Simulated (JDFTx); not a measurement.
Reference run:

System: Au(111) (Fm-3m bulk; lattice of mp-81, not re-optimised at this level), 1x1 cell of 4 atoms in 4 planes, area 7.53 Å² a face, 7.2 Å between the outermost planes in a cell 23.2 Å high; k mesh 8×8×1, Fermi width 0.01 Ha, no spin polarisation.

Reference level: PBE, GBRV ultrasoft potentials, plane waves to 20/100 Ha, in a modified build of JDFTx. Unrelaxed; liquid: CANDLE, water, 1 M KF. Potentials are on the SHE scale by the convention U = −μ/e − 4.44 V; references calibrated for a solvation model differ from this value.

```
run                F per atom, vacuum (eV)  TS per atom (eV)  k states  plane waves per k  work function (eV)  U_pzc (V)
-----------------  -----------------------  ----------------  --------  -----------------  ------------------  ---------
run 1                             -943.358             0.442        10               5035                5.24       0.52
run 2 (reference)                 -943.209             0.092        10               5035                5.23       0.52
run 3                             -943.172             0.027        10               5035                5.23       0.53
run 4                             -943.163             0.012        10               5035                5.26       0.55
```

Question: One setting differs between these runs. Which?
A. functional
B. plane-wave cutoffs
C. cell height
D. Fermi smearing width

Answer: D, Fermi smearing width. The values, in order: 0.02 Ha; 0.01 Ha; 0.005 Ha; 0.003 Ha.
